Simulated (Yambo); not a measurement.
## How GW settings move the gap: MgI2

G0W0@PBEsol for MgI₂ (CdI2 type, space group P-3m1, No. 164) in Yambo. Reference settings: 3×3×2 Γ-centred k mesh, bands 5 to 191 and a 8 Ry block in the screening, 191 bands in G with the Bruneval-Gonze terminator, plasmon pole fitted at 27.2 eV. The PBEsol gap Γ → Γ on this mesh is 3.62 eV; G0W0 gaps are taken between the same points.

| change from the reference | G0W0 gap Γ → Γ (eV) | shift of the valence edge (eV) | rough Yambo cost |
|---|---|---|---|
| reference settings | 5.34 | -1.12 | 1 |
| 65 bands in W, 65 bands in G | 5.28 | -0.87 | within a factor of two |
| 65 bands in G | 5.34 | -1.07 | – |
| 119 bands in G | 5.34 | -1.11 | – |
| 119 bands in W, 119 bands in G | 5.30 | -1.04 | within a factor of two |
| 83 bands in W | 5.28 | -0.97 | within a factor of two |
| 3 Ry block | 5.03 | -0.76 | within a factor of two |
| 1 Ry block | 5.01 | -0.59 | within a factor of two |
| 7 Ry block | 5.32 | -1.10 | within a factor of two |
| pole fitted at 40 eV | 5.35 | -1.16 | – |
| no random integration | 5.28 | -0.92 | – |
| 3×3×1 mesh | 5.28 | -1.07 | within a factor of two |
| 65 bands in G, no terminator | 5.28 | -0.74 | – |
| 119 bands in G, no terminator | 5.30 | -0.96 | – |
| no terminator | 5.33 | -1.06 | – |

The reference isn't shown to be the converged limit. Costs are rough (shared machines), scaled to the same edge states, and given only for runs that recompute the screening. The mesh misses a band edge: along a dense path the PBEsol gap is 3.45 eV against 3.62 eV on the mesh.

Spin-orbit coupling is left out, which matters for elements this heavy: edges can move by tenths of an eV.

Geometry relaxed with PBE+D3(BJ); primitive cell a = 4.1255 Å, b = 4.1255 Å, c = 6.8268 Å, α = 90.00°, β = 90.00°, γ = 120.00°.

A shift is the quasiparticle energy of the state minus its PBEsol energy.
